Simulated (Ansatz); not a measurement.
A generated cell, not matched to a known phase here, of Ga₂Ag: P4/mmm (No. 123), tP3; a = b = 2.940 Å, c = 6.123 Å, α = β = γ = 90.00°; Ga 2h (0.500, 0.500, 0.297); Ag 1a (0.000, 0.000, 0.000). These are PBEsol (plane waves to 420 eV, PAW, scalar-relativistic; Ansatz, a quantum-chemistry and plane-wave program) values and carry that method's errors. Element references, the lowest calculated here: Ag (Fm-3m), Ga (Cmce).

What formation energy of this P4/mmm form of Ga2Ag from the elements does PBEsol give?

-0.02 eV/atom.

A lower structure of this composition may exist, and whether it forms at all is not checked here.

Static energies, no anion corrections, no zero-point energy. Values are rounded to 0.01 eV/atom. Not shown to be the ambient phase of their composition (a lower form may be missing, and a cell relaxed within its start's symmetry can be a saddle point): Ga2Ag (P4/mmm). The compounds carry no spin polarisation.
